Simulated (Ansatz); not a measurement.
Here is the system:

Fe3Co:
```
CELL_PARAMETERS angstrom
      3.96395     0.00000     0.00000
      0.00000     3.96395     0.00000
      0.00000     0.00000     2.79699
ATOMIC_POSITIONS crystal
  Fe 0.50000 0.50000 0.00000
  Fe 0.50000 0.00000 0.50000
  Fe 0.00000 0.50000 0.50000
  Co 0.00000 0.00000 0.00000
```
The run is spin-polarised; directions of the spins, atom by atom: ↑ ↑ ↑ ↑.

This is the PBEsol-relaxed structure.

Task: All from plane-wave PAW PBEsol (Ansatz code), unless another level is named. Give the formation energy from the elements (no fitted shifts).

Result: -0.020 eV/atom.

Task: Next, the density of states at the Fermi level?

Result: 0.57 states/eV per atom (mean over ±0.08 eV).

Space group P4/mmm. The first step of the workflow began from a Materials Project structure, measured or hypothetical; the Crystallography Open Database copy checked does not list it. Whether it is the stable phase at ambient conditions was not checked. The PBEsol relaxation kept the symmetry of its start; whether a distortion lowers the energy is not shown. Spin order of the final state: ferromagnetic, chosen from 5 collinear starts compared on coarse meshes (ties went to the first, and starts can fall back to one state), not a proven ground state. The references are the lowest solids computed at this level, not always the standard phases.

Potentials: the later of the program's two PAW sets.
